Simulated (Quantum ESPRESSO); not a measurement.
# Kohn-Sham bands of BeTe (zinc blende)

```xyz
2
Lattice="0.0000 2.8315 2.8315 2.8315 0.0000 2.8315 2.8315 2.8315 0.0000" Properties=species:S:1:pos:R:3 pbc="T T T"
Be     0.0000     0.0000     0.0000
Te     1.4157     1.4157     1.4157
```

Materials Project entry mp-252; symmetrised, unrelaxed at this level. COD (Crystallography Open Database) has an entry of this formula and space group (matched by these alone). Level: PBE, no spin polarisation, no spin-orbit coupling; pw.x of Quantum ESPRESSO at 71 Ry with PseudoDojo potentials, 10×10×10 k-points, Wannier90. Density: 10×10×10 mesh, cold smearing 0.01 Ry. Spin-orbit coupling is left out although heavy elements are present.

Energies are relative to the valence-band maximum; weights are on the orthonormalised atomic waves of the pseudopotential files, averaged over the group. 20 electrons a cell are treated as valence.

```csv
bands,from (eV),to (eV),filling,weight on atomic waves
1,-100.39,-100.39,filled,?
2–6,-36.26,-36.24,filled,?
7,-12.19,-10.39,filled,?
8–10,-5.42,0.00,filled,?
```

**Question.** Which atomic shells make up each group?

**Answer.** 
- 1, weight on atomic waves: Be 1s 100 %
- 2–6, weight on atomic waves: Te 4d 100 %
- 7, weight on atomic waves: Te 5s 85 %, Be 2s 12 %
- 8–10, weight on atomic waves: Te 5p 83 %, Be 2s 8 %

The Kohn-Sham gap over both meshes and the path is 2.03 eV.
